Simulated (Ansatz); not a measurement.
Relax this structure to zero stress and force, keeping its symmetry:

```yaml
crystal:
  lattice:
    - [0.00000, 2.40441, 2.40441]
    - [2.40441, 0.00000, 2.40441]
    - [2.40441, 2.40441, 0.00000]
  atoms:
    - { symbol: B, position: [0.00000, 0.00000, 0.00000] }
    - { symbol: As, position: [0.25000, 0.25000, 0.25000] }
```

Theory: DFT LDA, scalar-relativistic, plane waves, PAW in Ansatz.

Cutoff 420 eV; k points 10×10×10 on the computed 2-atom cell (Γ-centred); Gaussian smearing, width 0.02 eV; no spin polarisation.

Question: What does it relax to?

Answer: The volume decreases by 0.65 Å³/atom to 13.25 Å³/atom, and the energy falls by 13.7 meV/atom. Final structure:
```
CELL_PARAMETERS angstrom
0.00000 2.36627 2.36627
2.36627 0.00000 2.36627
2.36627 2.36627 0.00000
ATOMIC_POSITIONS crystal
B 0.00000 0.00000 0.00000
As 0.25000 0.25000 0.25000
```

Cost: 1 run of about 0.23 core-minutes, on Intel Xeon Processor @ 2.70GHz (shared hosts).